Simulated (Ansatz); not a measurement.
InP (zinc blende)

```xyz
4
Lattice="0.0000 5.9598 5.9598 2.9799 0.0000 2.9799 2.9799 2.9799 0.0000" Properties=species:S:1:pos:R:3 pbc="T T T"
P      4.4698     4.4698     4.4698
P      4.4698     7.4497     7.4497
In     0.0000     0.0000     0.0000
In     2.9799     2.9799     5.9598
```

The atoms are displaced by Q × the pattern below (from a DFPT mode at L = (0.5, 0.0, 0.0), largest move 1; Q in Å), at fixed cell. It is one choice among 2 degenerate patterns. (q is in reciprocal vectors of the primitive cell; the cell shown is doubled to hold the pattern.)

```json
[
 {"atom": "P1", "x": "0.285", "y": "-0.520", "z": "0.805"},
 {"atom": "P2", "x": "-0.285", "y": "0.520", "z": "-0.805"},
 {"atom": "In3", "x": "0.067", "y": "-0.122", "z": "0.188"},
 {"atom": "In4", "x": "-0.067", "y": "0.122", "z": "-0.188"}
]
```

Level of theory: PBE (plane waves to 420 eV, PAW, scalar-relativistic; Ansatz, a first-principles code). k mesh 5×10×10 (Γ-centred), Fermi-Dirac smearing 0.05 eV. E stands for the smeared free energy. InP was relaxed with its symmetry unable to fall. The PAW data are Ansatz's earlier set. ΔE is measured from the undisplaced structure.

```json
[
 {"Q (Å)": "-0.280", "ΔE (meV/cell)": "939"},
 {"Q (Å)": "-0.187", "ΔE (meV/cell)": "409"},
 {"Q (Å)": "-0.093", "ΔE (meV/cell)": "101"},
 {"Q (Å)": "0.000", "ΔE (meV/cell)": "0"},
 {"Q (Å)": "0.093", "ΔE (meV/cell)": "101"},
 {"Q (Å)": "0.187", "ΔE (meV/cell)": "409"},
 {"Q (Å)": "0.280", "ΔE (meV/cell)": "939"}
]
```

### Question
Which DFPT wavenumber at L = (0.5, 0.0, 0.0) belongs to this mode?
(A) 158 cm⁻¹
(B) 290 cm⁻¹
(C) 54 cm⁻¹

### Answer
B, 290 cm⁻¹. The curvature of the scan gives 290 cm⁻¹

(A displaced cell: forces are minus the slopes of the energy, force constants its curvatures, and phonons follow from these.)
